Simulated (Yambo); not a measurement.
Yambo run on MgS (rock salt, space group Fm-3m, No. 225). The wavefunctions come from this Quantum ESPRESSO step (PBEsol, PseudoDojo standard norm-conserving files, scalar-relativistic):

```
&CONTROL
  calculation = 'nscf'
  pseudo_dir = './pseudo'
  outdir = './out'
/
&SYSTEM
  ibrav = 0
  nat = 2
  ntyp = 2
  ecutwfc = 84.0
  ecutrho = 336.0
  occupations = 'fixed'
  force_symmorphic = .true.
  nbnd = 82
/
&ELECTRONS
  conv_thr = 2e-09
  diago_full_acc = .true.
  diago_thr_init = 1e-08
/
ATOMIC_SPECIES
Mg 24.3050 Mg.upf
S 32.0600 S.upf
CELL_PARAMETERS angstrom
  0.000000000000   2.591549670000   2.591549670000
  2.591549670000   0.000000000000   2.591549670000
  2.591549670000   2.591549670000   0.000000000000
ATOMIC_POSITIONS crystal
Mg   0.000000000000   0.000000000000   0.000000000000
S   0.500000000000   0.500000000000   0.500000000000
K_POINTS automatic
6 6 6 0 0 0
```

Yambo input:

```
rim_cut
gw0
dyson
el_el_corr
HF_and_locXC
ppa
em1d
RandQpts= 1000000
RandGvec= 1 Ry
EXXRLvcs= 84 Ry
VXCRLvcs= 336 Ry
Chimod= "HARTREE"
% BndsRnXp
 5 | 80 |
%
NGsBlkXp= 10 Ry
% LongDrXp
 1.0 | 1.0 | 1.0 |
%
PPAPntXp= 27.2114 eV
% GbndRnge
 1 | 80 |
%
GTermKind= "BG"
DysSolver= "n"
ExtendOut
% QPkrange
 1 | 1 | 8 | 9 |
 4 | 4 | 8 | 9 |
 13 | 13 | 8 | 9 |
%
```

k points by index: 1 = Γ, 4 = L, 13 = X.

Table of the .qp output:

```
#    K-point    Band    Eo [eV]    E [eV]    E-Eo [eV]    Vxc [eV]    Vnlxc [eV]    Sc|Eo [eV]    Sc|E [eV]    dSc/dw|Eo [eV]    Re(Z)    Im(Z)
#
    1    8    0.000000    -1.145645    -1.145645    -13.27830    -16.29623    1.556282    1.872282    -7.504948    0.783818    -0.001421
    1    9    3.680969    4.226458    0.545489    -11.15507    -6.599579    -3.883053    -4.010005    -6.331530    0.811239    -0.001302
    4    8    -0.605032    -1.781881    -1.176848    -12.85954    -16.09496    1.731111    2.058572    -7.570952    0.782331    -0.001343
    4    9    4.411146    4.971669    0.560524    -9.913342    -5.396898    -3.830656    -3.955921    -6.079968    0.817369    -0.001160
    13    8    -1.728557    -2.928720    -1.200163    -12.43409    -16.01342    2.040060    2.379163    -7.687541    0.779716    -0.001721
    13    9    2.726364    3.398578    0.672214    -10.57288    -6.308605    -3.443448    -3.592061    -6.014905    0.818969    -0.001302
```
(The two width columns are left out.) Convergence of these settings isn't established.

Geometry relaxed with PBEsol.
